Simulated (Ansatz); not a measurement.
AlCo:
```
AlCo
1.0
    0.00000     2.36607     2.36607
    2.36607     0.00000     2.36607
    2.36607     2.36607     0.00000
Co Al
1 1
Cartesian
  0.00000   0.00000   0.00000
  2.36607   2.36607   2.36607
```

Relaxed with PBEsol. Special points in fractions of this cell's reciprocal vectors: Γ (0.000, 0.000, 0.000); X (0.500, 0.000, 0.500); U (0.625, 0.250, 0.625); K (0.375, 0.375, 0.750); L (0.500, 0.500, 0.500); W (0.500, 0.250, 0.750).

Task: List the band energies nearest the Fermi level at these points for DFT-PBEsol in the program Ansatz with PAW potentials.

Result: In eV from the Fermi level; about four levels below and three above (degenerate sets whole), none deeper than 8.9 eV; points with the same levels are listed once.

```
k                          below           above
-  -----------------------------  --------------
Γ  -1.50 -1.50 -1.50 -1.34 -1.34  7.51 7.51 7.51
X        -2.59 -0.93 -0.36 -0.36  0.70 2.11 2.11
U        -3.22 -1.44 -0.49 -0.30  0.25 1.08 3.56
L        -2.01 -2.01 -0.56 -0.56  0.19 7.28 7.28
W        -3.05 -3.05 -2.05 -0.35  0.15 0.54 0.54
```

Space group Fm-3m (rock salt). The start of the workflow was typed in or built on a structure type; neither database checked (COD, Materials Project) lists it. Its standing as an ambient phase is unchecked. The cell was relaxed with PBEsol under the symmetry of its start. At this level the phase is mechanically unstable. The workflow began spin-polarised and lost its moments. Its formation energy is positive at this level, so the cell may be metastable or incomplete.

Potentials: the later of the program's two PAW sets.
